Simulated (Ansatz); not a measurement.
BN:
Space group P6₃/mmc (No. 194); a = 2.497 Å, b = 2.497 Å, c = 6.662 Å, α = 90.00°, β = 90.00°, γ = 120.00°

```json
[
 {"atom": "B", "site": "2b", "symmetry": "-6m2", "x": "0.0000", "y": "0.0000", "z": "0.2500"},
 {"atom": "N", "site": "2d", "symmetry": "-6m2", "x": "0.6667", "y": "0.3333", "z": "0.2500"}
]
```

Relaxed with r²SCAN+D4.

Problem. Which orbitals make up the states near the band edges in r²SCAN+D4 (plane waves, PAW; program Ansatz)?

Solution. Top 1 eV of the valence band: N 2p 89 %, B 2p 10 %. Bottom 1 eV of the conduction band: B 2p 84 %, N 2p 13 %. Projections are on Löwdin-orthogonalised atomic valence shells; empty p or d shells of many metals are not among them.

Problem. Tabulate the density of states.

Solution. States/eV per cell of 4 atoms, in 0.25 eV bins, energy from the valence-band maximum.

| E (eV) | total | N 2p | B 2p | B 2s |
|---|---|---|---|---|
| -7.89 | 0.83 | 0.54 | 0.13 | 0.12 |
| -7.64 | 0.67 | 0.44 | 0.10 | 0.09 |
| -7.39 | 0.75 | 0.49 | 0.11 | 0.11 |
| -7.14 | 0.83 | 0.55 | 0.11 | 0.13 |
| -6.89 | 0.86 | 0.56 | 0.13 | 0.13 |
| -6.64 | 0.88 | 0.57 | 0.14 | 0.12 |
| -6.39 | 0.92 | 0.59 | 0.17 | 0.12 |
| -6.14 | 1.05 | 0.67 | 0.23 | 0.11 |
| -5.89 | 1.14 | 0.72 | 0.28 | 0.11 |
| -5.64 | 1.25 | 0.79 | 0.33 | 0.10 |
| -5.39 | 1.37 | 0.86 | 0.37 | 0.10 |
| -5.14 | 1.55 | 0.97 | 0.44 | 0.09 |
| -4.89 | 1.51 | 0.96 | 0.44 | 0.08 |
| -4.64 | 1.62 | 1.04 | 0.47 | 0.07 |
| -4.39 | 2.50 | 1.62 | 0.78 | 0.07 |
| -4.14 | 2.27 | 1.48 | 0.71 | 0.05 |
| -3.89 | 1.70 | 1.13 | 0.51 | 0.04 |
| -3.64 | 1.54 | 1.03 | 0.45 | 0.04 |
| -3.39 | 1.59 | 1.07 | 0.47 | 0.03 |
| -3.14 | 1.53 | 1.04 | 0.44 | 0.03 |
| -2.89 | 1.51 | 1.05 | 0.43 | 0.02 |
| -2.64 | 1.44 | 1.02 | 0.40 | 0.02 |
| -2.39 | 1.38 | 0.99 | 0.37 | 0.01 |
| -2.14 | 1.36 | 1.00 | 0.35 | 0.01 |
| -1.89 | 1.37 | 1.02 | 0.33 | 0.01 |
| -1.64 | 1.41 | 1.08 | 0.32 | 0.00 |
| -1.39 | 1.24 | 0.98 | 0.25 | 0.00 |
| -1.14 | 1.24 | 1.03 | 0.20 | 0.00 |
| -0.89 | 1.55 | 1.32 | 0.22 | 0.00 |
| -0.64 | 1.08 | 0.95 | 0.12 | 0.00 |
| -0.39 | 0.80 | 0.73 | 0.06 | 0.00 |
| -0.14 | 0.63 | 0.60 | 0.02 | 0.00 |
| 0.11 | 0.03 | 0.03 | 0.00 | 0.00 |
| 0.36 | 0.00 | 0.00 | 0.00 | 0.00 |
| 0.61 | 0.00 | 0.00 | 0.00 | 0.00 |
| 0.86 | 0.00 | 0.00 | 0.00 | 0.00 |
| 1.11 | 0.00 | 0.00 | 0.00 | 0.00 |
| 1.36 | 0.00 | 0.00 | 0.00 | 0.00 |
| 1.61 | 0.00 | 0.00 | 0.00 | 0.00 |
| 1.86 | 0.00 | 0.00 | 0.00 | 0.00 |
| 2.11 | 0.00 | 0.00 | 0.00 | 0.00 |
| 2.36 | 0.00 | 0.00 | 0.00 | 0.00 |
| 2.61 | 0.00 | 0.00 | 0.00 | 0.00 |
| 2.86 | 0.00 | 0.00 | 0.00 | 0.00 |
| 3.11 | 0.00 | 0.00 | 0.00 | 0.00 |
| 3.36 | 0.00 | 0.00 | 0.00 | 0.00 |
| 3.61 | 0.00 | 0.00 | 0.00 | 0.00 |
| 3.86 | 0.00 | 0.00 | 0.00 | 0.00 |
| 4.11 | 0.00 | 0.00 | 0.00 | 0.00 |
| 4.36 | 0.06 | 0.00 | 0.06 | 0.00 |
| 4.61 | 0.20 | 0.01 | 0.18 | 0.00 |
| 4.86 | 0.51 | 0.07 | 0.43 | 0.00 |
| 5.11 | 0.84 | 0.12 | 0.69 | 0.00 |
| 5.36 | 0.60 | 0.10 | 0.48 | 0.00 |
| 5.61 | 0.76 | 0.11 | 0.61 | 0.01 |
| 5.86 | 0.81 | 0.11 | 0.61 | 0.02 |
| 6.11 | 0.89 | 0.12 | 0.65 | 0.03 |
| 6.36 | 1.05 | 0.13 | 0.76 | 0.03 |
| 6.61 | 1.13 | 0.14 | 0.82 | 0.04 |
| 6.86 | 0.91 | 0.15 | 0.59 | 0.04 |
| 7.11 | 0.84 | 0.15 | 0.50 | 0.04 |
| 7.36 | 0.83 | 0.15 | 0.46 | 0.05 |
| 7.61 | 0.89 | 0.17 | 0.45 | 0.06 |
| 7.86 | 1.06 | 0.20 | 0.50 | 0.08 |
| 8.11 | 0.95 | 0.18 | 0.44 | 0.08 |
| 8.36 | 0.88 | 0.19 | 0.42 | 0.06 |
| 8.61 | 0.63 | 0.16 | 0.29 | 0.04 |
| 8.86 | 0.41 | 0.12 | 0.20 | 0.02 |
| 9.11 | 0.51 | 0.14 | 0.23 | 0.04 |

Space group P6_3/mmc. The first step of the workflow began from a Materials Project structure, measured or hypothetical. Its sites differ from those of the usual phase in this space group: another stacking or structure type. Symmetry was held in the r²SCAN+D4 relaxation; phonons on a q-mesh show no instability.

Potentials: the earlier of the program's two PAW sets.
